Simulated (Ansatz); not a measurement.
Suppose TiNb3B takes space group Pm-3m (No. 221), with Ti on 1a; Nb on 3c; B on 1b.

Computed with Ansatz 0.2.0, DFT PBE, scalar-relativistic, plane waves, PAW. Cutoff 420 eV, Γ-centred mesh, Gaussian smearing, no spin polarisation.

The zero of energy is the elements' standard structures at the same level; no fitted shifts are applied.

Question: Predict the relaxed structure.

Answer:

Space group Pm-3m (No. 221). a = 4.394 Å, b = 4.394 Å, c = 4.394 Å, α = 90.00°, β = 90.00°, γ = 90.00°
| atom | site | symmetry | x | y | z |
| --- | --- | --- | --- | --- | --- |
| Ti | 1a | m-3m | 0.0000 | 0.0000 | 0.0000 |
| Nb | 3c | 4/mm.m | 0.0000 | 0.5000 | 0.5000 |
| B | 1b | m-3m | 0.5000 | 0.5000 | 0.5000 |

It has the antiperovskite type. Ti has 12 Nb at 3.11 Å; Nb is surrounded by 2 B at 2.20 Å, 4 Ti at 3.11 Å and 8 Nb at 3.11 Å; B is surrounded by 6 Nb at 2.20 Å.

Question: Where does its energy lie, and is it a metal?

Answer: The energy over the elements is +0.06 eV/atom and the gap on the 8×8×8 mesh of the 5-atom cell is 0 eV (a metal). A positive value: parting into the elements would lower its energy.

The last run used Gaussian smearing of 0.10 eV. The cell is a metal run without spin; a magnetic state may lie lower. Symmetry constrained the relaxation, so the result can be a saddle point.
